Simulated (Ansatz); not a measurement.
# Formation energy of TiPd

```yaml
crystal:
  lattice:
    - [4.52635, 0.00000, 0.00000]
    - [0.00000, 2.75913, 0.00000]
    - [0.00000, 0.00000, 4.83522]
  atoms:
    - { symbol: Ti, position: [0.25000, 0.00000, 0.70132] }
    - { symbol: Ti, position: [0.75000, 0.00000, 0.29868] }
    - { symbol: Pd, position: [0.25000, 0.50000, 0.18663] }
    - { symbol: Pd, position: [0.75000, 0.50000, 0.81337] }
```

The cell comes from a relaxation on PAW files under the same functional, begun from a database entry that needn't be the ground state.

Level of theory: DFT with PBEsol, scalar-relativistic, in Ansatz 0.2.0; a Γ-centred 8×13×8 k mesh, Fermi–Dirac smearing of 0.05 eV, no spin polarisation. LAPW: all electrons, basis error target 0.5 meV/atom; PAW: frozen-core files, cutoff 420 eV.

The elements are taken as Pd fcc, Ti hcp, each relaxed on PAW files under the same functional and computed by the same method as the compound; zero-point and thermal terms are left out.

The PAW files were made under PBE.

(1) Give the formation energy by each method, with the residual pressure at this cell and the LAPW gap.

(2) Give the LAPW value for one formula unit in kJ/mol.

Answers

(1) 

| method | ΔE(formation) (eV/atom) | P at this cell (GPa) | gap (eV) |
| --- | --- | --- | --- |
| LAPW | -0.575 | 0.00 | 0.00 |
| PAW | -0.574 | 0.01 | – |

(2) -0.575 eV/atom × 2 atoms × 96.485 kJ/(mol·eV) = -111.0 kJ/mol, at zero temperature and without zero-point motion.
